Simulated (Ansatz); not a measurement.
RbSb4F13, one structure, two calculations

Cell: a COD entry whose atoms were relaxed with PBE, the cell held.

```cif
data_structure
_symmetry_space_group_name_H-M 'P 1'
_symmetry_Int_Tables_number 1
_cell_length_a 7.5621
_cell_length_b 7.5621
_cell_length_c 7.5621
_cell_angle_alpha 100.854
_cell_angle_beta 100.854
_cell_angle_gamma 128.564
_cell_volume 304.63
loop_
_atom_site_label
_atom_site_type_symbol
_atom_site_fract_x
_atom_site_fract_y
_atom_site_fract_z
_atom_site_occupancy
Rb1 Rb 0.50000 0.50000 0.00000 1
Sb2 Sb 0.00632 0.27713 0.28344 1
Sb3 Sb 0.27713 0.99368 0.27081 1
Sb4 Sb 0.99368 0.72287 0.71656 1
Sb5 Sb 0.72287 0.00632 0.72919 1
F6 F 0.00000 0.00000 0.00000 1
F7 F 0.56144 0.87656 0.43800 1
F8 F 0.87656 0.43856 0.31512 1
F9 F 0.43856 0.12344 0.56200 1
F10 F 0.12344 0.56144 0.68488 1
F11 F 0.43015 0.33456 0.32077 1
F12 F 0.33456 0.01379 0.90441 1
F13 F 0.01379 0.10938 0.67923 1
F14 F 0.10938 0.43015 0.09559 1
F15 F 0.56985 0.66544 0.67923 1
F16 F 0.66544 0.98621 0.09559 1
F17 F 0.98621 0.89062 0.32077 1
F18 F 0.89062 0.56985 0.90441 1
```

Sites (sets of like atoms) are named by element and the number of their first atom in this list.

First run. Method: Kohn–Sham DFT in Ansatz, PBE, plane waves and PAW, scalar-relativistic, 420 eV cutoff, Γ-centred 5×5×5 k-points, Fermi–Dirac smearing 0.02 eV.

| site | atom | V_zz (10²¹ V/m²) | η |
| --- | --- | --- | --- |
| Rb | 1 | -2.19 | 0.00 |
| Sb | 2 | -31.7 | 0.15 |
| F6 | 6 | -7.58 | 0.00 |
| F7 | 7 | 10.60 | 0.23 |
| F11 | 11 | 11.69 | 0.26 |

Second run. The same atoms and settings, except that spin–orbit coupling is included (fully relativistic PAW files).

Task: What does the second run give?

Result: 

```tsv
site	atom	V_zz	η	change of V_zz
Rb	1	-2.20	0.00	-0.01
Sb	2	-31.9	0.15	-0.16
F6	6	-7.59	0.00	-0.01
F7	7	10.70	0.23	+0.10
F11	11	11.79	0.25	+0.10
```

The largest change of V_zz is on Sb, from -31.7 to -31.9. In per cent, |V_zz| changes by 0 on Rb, +1 on Sb, 0 to +1 on F (all sites that start above 0.5).

With these PAW files V_zz is typically within 2 to 3 % of all-electron values, but misses above 10 % occur on Sb. The database positions were far from equilibrium, so the relaxed structure may not be the compound's real one.
